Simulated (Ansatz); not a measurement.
La5Ge3:
```
La5Ge3
1.0
    9.03626     0.00000     0.00000
   -4.51813     7.82563     0.00000
    0.00000     0.00000     6.92634
La Ge
10 6
Cartesian
  4.51813   2.60854   0.00000
  0.00000   5.21709   0.00000
  0.00000   5.21709   3.46317
  4.51813   2.60854   3.46317
  3.39683   5.88348   5.19475
  1.12130   1.94216   1.73158
 -3.39683   5.88348   1.73158
 -1.12130   1.94216   5.19475
  2.24261   0.00000   5.19475
  6.79366   0.00000   1.73158
  1.77018   3.06604   5.19475
  2.74795   4.75960   1.73158
 -1.77018   3.06604   1.73158
 -2.74795   4.75960   5.19475
  5.49591   0.00000   5.19475
  3.54036   0.00000   1.73158
```

Relaxed with PBE. Special points in fractions of this cell's reciprocal vectors: Γ (0.000, 0.000, 0.000); M (0.500, 0.000, 0.000); K (0.333, 0.333, 0.000); A (0.000, 0.000, 0.500); L (0.500, 0.000, 0.500); H (0.333, 0.333, 0.500).

**Question.** List the band energies nearest the Fermi level at these points for the program Ansatz at the PBE level (PAW).

**Answer.** In eV from the Fermi level; about four levels below and three above (degenerate sets whole), none deeper than 8.9 eV; points with the same levels are listed once.

```
k                          below                          above
-  -----------------------------  -----------------------------
Γ        -0.24 -0.15 -0.15 -0.13                 0.07 0.07 0.21
M        -0.52 -0.36 -0.32 -0.06                 0.10 0.19 0.20
K  -0.35 -0.35 -0.27 -0.15 -0.05            0.20 0.32 0.33 0.33
A        -0.05 -0.05 -0.05 -0.05  0.85 0.85 1.01 1.01 1.01 1.01
L        -1.00 -1.00 -0.71 -0.71            0.05 0.05 0.12 0.12
H        -0.81 -0.81 -0.81 -0.81  0.04 0.04 0.10 0.10 0.10 0.10
```

Space group P6_3/mcm. The first step of the workflow began from a Materials Project structure, measured or hypothetical; the Crystallography Open Database copy checked does not list it. Whether it is the stable phase at ambient conditions was not checked. The PBE relaxation kept the symmetry of its start; its stability against distortions is not shown here. Spin–orbit coupling is left out wherever it is not named.

Potentials: the later of the program's two PAW sets.
